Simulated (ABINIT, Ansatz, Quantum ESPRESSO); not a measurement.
# One calculation of LiY3, 3 ways

```xyz
4
Lattice="0.0000 3.8999 3.8999 3.8999 0.0000 3.8999 3.8999 3.8999 0.0000" Properties=species:S:1:pos:R:3 pbc="T T T"
Y     3.8999    3.8999    3.8999
Y     5.8498    5.8498    5.8498
Y     1.9499    1.9499    1.9499
Li    0.0000    0.0000    0.0000
```

The cell comes from a database or a generator and needn't be the stable form of this composition.

Alike in all runs: task single point; functional PBE; k mesh 6 × 6 × 6; occupations fermi-dirac, width 0.05 eV; no spin polarisation; no spin-orbit coupling. Pressure is positive in compression and, in plane waves, holds the error of the finite cutoff, which Ansatz's Pulay term estimates and takes out.

```tsv
program and potentials	plane-wave cutoff (eV)	notes	band gap (eV)	pressure (GPa)
Ansatz, Ansatz PAW	420	-	no gap	0.00
Quantum ESPRESSO, SSSP 1.3 efficiency PBE	748	-	no gap	0.00
ABINIT, JTH PAW PBE v2.0	435	-	no gap	-0.07
```

None finds a gap. The pressure spans -0.07 (ABINIT, JTH PAW PBE v2.0) to 0.00 GPa (Ansatz, Ansatz PAW).

The functional is the same throughout but for its coding, so the spread measures potentials, basis and numerics; runs on potential files found faulty are left out.
